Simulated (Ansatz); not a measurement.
Input:

Starting cell, CsPbCl$_{3}$ (cubic perovskite):

```xyz
5
Lattice="5.7357 0.0000 0.0000 0.0000 5.7357 0.0000 0.0000 0.0000 5.7357" Properties=species:S:1:pos:R:3 pbc="T T T"
Cs     0.0000     0.0000     0.0000
Pb     2.8678     2.8678     2.8678
Cl     0.0000     2.8678     2.8678
Cl     2.8678     2.8678     0.0000
Cl     2.8678     0.0000     2.8678
```

In this cell atom 4 (Cl, nearest neighbour Pb at 2.868 Å; its periodic images, 5.7 Å or more away, move with it) is moved by s along Cartesian [111], unit vector (0.577, 0.577, 0.577); all other atoms and the cell stay fixed.

These are PBE (plane waves to 420 eV, PAW, scalar-relativistic; Ansatz, a program for electronic structure) values and carry that method's errors. k mesh 5×5×5 (Γ-centred), Fermi-Dirac smearing 0.05 eV. Energies are smeared free energies. CsPbCl3 was relaxed with its symmetry unable to fall. Spin-orbit coupling is left out, though Pb is heavy. The PAW data are Ansatz's earlier set. This is a high-temperature form of CsPbCl3. ΔE is measured from the undisplaced structure.

The scan covers s from -0.570 to 0.570 Å in 11 points.

Task: Is this a single well or a double well?

Result: A single well with its minimum at or next to zero displacement.

Task: Is the energy the same for equal positive and negative displacements?

Result: Even: the same for both signs. With its periodic images moving along, the atom's site symmetry in this cell is 4/mmm.

Task: What force acts on the atom along the line at s = -0.570 Å?

Result: 0.596 eV/Å.

Task: What is the energy change at s = 0.570 Å?

Result: 139.3 meV/cell.

Task: What is the force constant k = d²E/ds² of this move at s = 0?

Result: 0.63 eV/Å².

(A displaced cell: forces are minus the slopes of the energy, force constants its curvatures, and phonons follow from these.)
